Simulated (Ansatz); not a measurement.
Polymorphs of ScOF, each relaxed with the program Ansatz at the PBEsol level (PAW):

A: P4/nmm
a = 3.5776 Å, b = 3.5776 Å, c = 5.0946 Å, α = 90.00°, β = 90.00°, γ = 90.00°

| atom | site | symmetry | x | y | z |
|---|---|---|---|---|---|
| Sc | 2c | 4mm | 0.0000 | 0.5000 | 0.2928 |
| O | 2b | -4m2 | 0.5000 | 0.5000 | 0.5000 |
| F | 2a | -4m2 | 0.0000 | 0.0000 | 0.0000 |

B: P2_1/c
a = 5.154 Å, b = 5.125 Å, c = 5.213 Å, α = γ = 90.00°, β = 99.99°

```tsv
atom	site	symmetry	x	y	z
Sc	4e	1	0.6917	0.4720	0.2880
O	4e	1	0.4563	0.2462	0.4881
F	4e	1	0.0573	0.6727	0.3410
```

Task: Rank these by energy per atom at 0 K (lowest first), as PBEsol gives it.

Result: B (+0 meV/atom), A (+79 meV/atom)

Task: Give each one's gap.

Result: A 4.42 eV; B 4.55 eV.

Standing as an ambient phase not checked: A; B. Unstable at this level: A. All cells were relaxed under the symmetry of their starts (and spin orders); stability against distortions was not tested throughout. Rows with no word on spin ran without spin polarisation.

Energies hold the estimated change up to a 700 eV cutoff; steps of a few meV lie near the error of the meshes.

Potentials: the later of the program's two PAW sets.
